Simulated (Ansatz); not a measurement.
With plane-wave PAW r²SCAN (Ansatz code), NbAg in the rock salt structure (Fm-3m) relaxes to a = 5.427 Å. Ag has 6 nearest neighbours from 2.71 Å (octahedral); Nb has 6 nearest neighbours from 2.71 Å (octahedral). Its formation energy from the elements is 1222 meV/atom, with no fitted shifts.

Electronic character: metallic (no gap). Gap from r²SCAN with spin–orbit coupling: none (metallic).

The bulk modulus is 129 GPa. The relaxed-ion elastic constants in GPa are C11 = 277, C12 = 54.6, C44 = -9.4. Bader charges are Ag -1.23, Nb +1.23 e.

The start of the workflow was typed in or built on a structure type; neither database checked (COD, Materials Project) lists it. Whether it is the stable phase at ambient conditions was not checked. The cell was relaxed with r²SCAN under the symmetry of its start. At this level the phase is mechanically unstable. The run is not spin-polarised. Its formation energy is positive at this level, so the cell may be metastable or incomplete. As this level gives no gap, shear constants depend on the k-mesh and smearing (Fermi–Dirac, 0.1 eV here). The references are the lowest solids computed at this level, not always the standard phases. Spin–orbit coupling is left out wherever it is not named.

Potentials: the earlier of the program's two PAW sets.
